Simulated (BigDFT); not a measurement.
## Size series from MgS to Mg8S8

The smallest cluster (run R0):
```xyz
2

Mg    -1.2000     0.0000     0.0000
S      1.2000     0.0000     0.0000
```

Level of theory: PBE, Daubechies wavelet basis, HGH (Krack) norm-conserving potentials made for PBE, isolated boundary conditions run with BigDFT.

Settings: basis = Daubechies wavelets; dft.hgrids = 0.434 bohr; dft.rmult = 5 8; dft.ixc = PBE; potentials = built-in HGH-K PBE; boundary_conditions = free; dft.gnrm_cv = 1e-04; dft.itermax = 80; dft.idsx = 6; dft.nrepmax = 3; dft.norbv = 4; dft.nvirt = 2; dft.gnrm_cv_virt = 1e-03; dft.itermax_virt = 40.

- R0: 2 x 1 x 1 piece of the rock-salt lattice
- R1: 2 x 2 x 1 piece of the rock-salt lattice
- R2: 3 x 2 x 1 piece of the rock-salt lattice
- R3: 2 x 2 x 2 piece of the rock-salt lattice
- R4: 3 x 2 x 2 piece of the rock-salt lattice
- R5: 4 x 2 x 2 piece of the rock-salt lattice

The shapes were built by hand and not relaxed. Levels are on the vacuum zero; an empty level is given only where it is bound and converged, and one close under zero is diffuse and hangs on the reach of the grid.

How do the levels and the energy per formula unit move with size?

The highest occupied level goes from -4.55 eV in MgS to -4.38 eV in Mg8S8. The gap goes from 0.05 eV (MgS) to 1.52 eV (Mg8S8), rising at every step. The smallest cluster lies 3.93 eV per formula unit above the largest.

```tsv
run	cluster	widest distance (Å)	energy per formula unit from R5 (eV)	highest occupied level (eV)	lowest empty level (eV)	HOMO-LUMO gap (eV)	dipole (D)	largest force (eV/Å)
R0	MgS	2.4	3.93	-4.55	-4.49	0.05	7.4	2.09
R1	Mg2S2	3.4	1.88	-3.96	-3.74	0.22	0.0	2.40
R2	Mg3S3	5.4	1.12	-4.67	-3.57	1.10	7.9	1.78
R3	Mg4S4	4.2	0.57	-4.38	-3.04	1.34	0.1	2.14
R4	Mg6S6	5.9	0.17	-4.26	-2.82	1.44	0.0	2.78
R5	Mg8S8	8.0	0.00	-4.38	-2.86	1.52	0.1	2.58
```

A closed-shell gap under 0.3 eV (R0 and R1) marks a state that may not be the lowest; other spin states were not tried.

Rows with a weakness (R0, R1, R2, R3, R4, R5: the built-in potentials of some of these elements keep semicore shells in the core, which can shift energies, forces and lattice constants).
